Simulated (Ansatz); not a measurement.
Computed properties of GaSb

GaSb:
```
CELL_PARAMETERS angstrom
      3.87088     0.00000     0.00000
     -1.93544     3.35228     0.00000
      0.00000     0.00000     7.14689
ATOMIC_POSITIONS crystal
  Ga 0.00000 0.00000 0.00000
  Ga 0.00000 0.00000 0.50000
  Sb 0.33333 0.66667 0.25000
  Sb 0.66667 0.33333 0.75000
```

Space group P6_3/mmc (No. 194), NiAs type; conventional cell a = b = 3.871 Å, c = 7.147 Å, α = β = 90.00°, γ = 120.00°.

Method: PBEsol in the plane-wave PAW code Ansatz. The cell and atoms are relaxed at this level. Other levels are named where they apply.

Cell and energy:

```yaml
volume_per_atom: 23.19 Å³
density: 6.86 g/cm³
Formation energy from the elements (no fitted shifts): 0.041 eV/atom
```

Electronic structure:

```yaml
electronic_character: metallic (no gap)
Density of states at the Fermi level: 0.55 states/eV per atom (mean over ±0.08 eV)
Gap with spin–orbit coupling: none (metallic)
```

Mechanics:

```yaml
Bulk modulus (Birch–Murnaghan fit): 62.2 GPa
Pressure derivative B′: 4.6
Elastic constants (relaxed ions, GPa): C11 = 77.5, C12 = 49.7, C13 = 55.5, C33 = 90.2, C44 = 30.4
mechanical_stability: stable (all eigenvalues of C positive)
hill_bulk_and_shear_moduli: 62.5 and 19.2 GPa
Young's modulus: 52.2 GPa
Poisson's ratio: 0.36
debye_temperature_from_the_elastic_constants: 197 K
```

Phonons:

```yaml
highest_zone_centre_frequency: 132 cm^-1
zone_centre_stability: no imaginary mode at Γ
```

The start of the workflow was typed in or built on a structure type; neither database checked (COD, Materials Project) lists it. It is not the phase usual at ambient conditions (space group No. 216). The cell was relaxed with PBEsol under the symmetry of its start. As this level gives no gap, shear constants depend on the k-mesh and smearing (Fermi–Dirac, 0.1 eV here). As this level gives no gap, phonon frequencies hold no LO–TO term and depend on the k-mesh and smearing (Fermi–Dirac, 0.1 eV here). On the denser mesh and wider smearing of the elastic run this cell carries a stress of 0.4 GPa. The references are the lowest solids computed at this level, not always the standard phases. Scalar-relativistic: spin–orbit coupling is off unless named, which matters more the heavier the elements.

Potentials: the later of the program's two PAW sets.
